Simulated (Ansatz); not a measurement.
Consider the following.

TiAl:
```yaml
crystal:
  lattice:
    - [2.87052, 0.00000, 0.00000]
    - [-1.43526, 2.48594, 0.00000]
    - [0.00000, 0.00000, 4.63003]
  atoms:
    - { symbol: Ti, position: [0.00000, 0.00000, 0.00000] }
    - { symbol: Al, position: [0.33333, 0.66667, 0.50000] }
```

This is the r²SCAN-relaxed structure.

Task: All from r²SCAN in the plane-wave PAW code Ansatz, unless another level is named. Give the formation energy from the elements (no fitted shifts).

Result: -0.27 eV/atom.

Task: Next, the density of states at the Fermi level?

Result: 1.2 states/eV per atom (mean over ±0.08 eV).

Space group P-6m2. The workflow started from a Materials Project entry (that database holds measured and hypothetical structures alike); the Crystallography Open Database copy checked does not list it. With Ti and Al taken as one species the cell has the higher symmetry P6_3/mmc, so it may be an ordered model of a mixed-site phase. It is not the phase usual at ambient conditions (space group No. 123). The r²SCAN relaxation kept the symmetry of its start; whether a distortion lowers the energy is not shown. The run is not spin-polarised. The references are the lowest solids computed at this level, not always the standard phases.

Potentials: the earlier of the program's two PAW sets.
